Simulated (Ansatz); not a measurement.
**Relaxing Cd2C in the fluorite type**

First guess:

```xyz
3
Lattice="0.0000 3.0056 3.0056 3.0056 0.0000 3.0056 3.0056 3.0056 0.0000" Properties=species:S:1:pos:R:3 pbc="T T T"
C     0.0000    0.0000    0.0000
Cd    1.5028    1.5028    1.5028
Cd    4.5084    4.5084    4.5084
```

These are results of Ansatz 0.2.0, DFT, PBE, PAW with Ansatz's default frozen-core files, scalar-relativistic, not measurements.

Cell and atoms relax within the symmetry of the start on a 10×10×10 k mesh with 0.03 eV Fermi–Dirac smearing.

The start is built from a prototype, known or not as a phase of this compound; the cutoff is 420 eV.

Q: What is the pressure of the first guess?

A: -4.47 GPa.

Q: What does it relax to?

A: a = 5.887 Å, b = 5.887 Å, c = 5.887 Å, α = 90.00°, β = 90.00°, γ = 90.00° (conventional cell), 17.00 Å³ per atom:
```xyz
3
Lattice="0.0000 2.9436 2.9436 2.9436 0.0000 2.9436 2.9436 2.9436 0.0000" Properties=species:S:1:pos:R:3 pbc="T T T"
C     0.0000    0.0000    0.0000
Cd    1.4718    1.4718    1.4718
Cd    4.4155    4.4155    4.4155
```

Q: How much energy does the relaxation release?

A: 16 meV/atom.
